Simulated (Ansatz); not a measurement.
A geometry of CsPbCl3 away from equilibrium: the start of the relaxation of a relaxed CsPbCl3 cell shaken by Gaussian noise of σ = 0.08 Å a coordinate. Computed with r2SCAN (plane waves to 500 eV, PAW, scalar-relativistic; Ansatz, a program for electronic structure). Γ-centred k-mesh 4×4×4 on the run's cell (coarser than for final values), Fermi–Dirac smearing 0.05 eV.

```xyz
10
Lattice="3.8947 2.2486 7.4867 -3.8947 2.2486 7.4867 0.0000 -4.4972 7.4867" Properties=species:S:1:pos:R:3 pbc="T T T"
Pb     0.0791    -0.1168     7.6398
Pb    -0.0871     0.1897    14.8834
Cl    -0.7290    -2.3615    13.2668
Cl     2.5016     0.5771    13.2396
Cl    -1.7207     1.8624    13.1946
Cl     0.7796     2.4320     9.2110
Cl    -2.5249    -0.5285     9.1811
Cl     1.6197    -1.9031     9.2621
Cs    -0.0636     0.0311     3.0920
Cs    -0.0439    -0.0213    19.3337
```

Problem. What forces act on the atoms (eV/Å)?

Solution. 
```json
[
 {"atom": "Pb1", "Fx": "-0.39", "Fy": "0.61", "Fz": "-0.25"},
 {"atom": "Pb2", "Fx": "0.28", "Fy": "-0.75", "Fz": "-0.17"},
 {"atom": "Cl3", "Fx": "0.04", "Fy": "-0.01", "Fz": "0.25"},
 {"atom": "Cl4", "Fx": "-0.16", "Fy": "-0.03", "Fz": "0.28"},
 {"atom": "Cl5", "Fx": "-0.01", "Fy": "-0.04", "Fz": "0.20"},
 {"atom": "Cl6", "Fx": "-0.15", "Fy": "-0.04", "Fz": "-0.29"},
 {"atom": "Cl7", "Fx": "0.18", "Fy": "0.15", "Fz": "-0.01"},
 {"atom": "Cl8", "Fx": "0.11", "Fy": "0.10", "Fz": "-0.18"},
 {"atom": "Cs9", "Fx": "-0.02", "Fy": "-0.04", "Fz": "-0.02"},
 {"atom": "Cs10", "Fx": "0.13", "Fy": "0.05", "Fz": "0.19"}
]
```

Problem. What is the pressure?

Solution. -0.1 GPa, compression positive.

Problem. How much energy per atom can still be gained by relaxing?

Solution. 0.02 eV/atom; the path ends in P-1 (No. 2) at a tolerance of 0.01 Å, R-3 (No. 148) at 0.1 Å.

No spin polarisation in the result.

The end of the path is a generated cell of CsPbCl3: the first start was made by placing the elements on the sites of a structure type, and the end was not matched to a known phase here, so it may be hypothetical. Known forms of CsPbCl3 include space group No. 221.
